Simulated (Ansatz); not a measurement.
ZrSe (CsCl type, Pm-3m) at seven volumes, plane-wave PAW PBE (Ansatz code), scaled uniformly. One row is withheld.

| V (Å³/atom) | P (GPa) |
|---|---|
| 17.234 | 14.09 |
| 17.802 | 8.61 |
| 18.370 | 3.95 |
| 18.939 | 0.00 |
| 19.507 | ? |
| 20.075 | -6.21 |
| 20.643 | -8.63 |

Fit the shown pressures and predict the withheld one.

P = (3/2)B₀(x^(7/2) − x^(5/2))[1 + (3/4)(B′ − 4)(x − 1)] with x = (V₀/V)^(2/3). Least squares on the six rows gives V₀ = 18.939 Å³/atom, B₀ = 121 GPa, B′ = 4.43. At V = 19.507, x = 0.9805 and P = -3.35 GPa. The run itself gave -3.36 GPa.

A made-up cell: these elements were put on the sites of a structure type; neither database checked (COD, Materials Project) lists it. Its standing as an ambient phase is unchecked. Symmetry was held in the PBE relaxation; whether a distortion lowers the energy is not shown. No spin polarisation was allowed.

Potentials: the earlier of the program's two PAW sets.
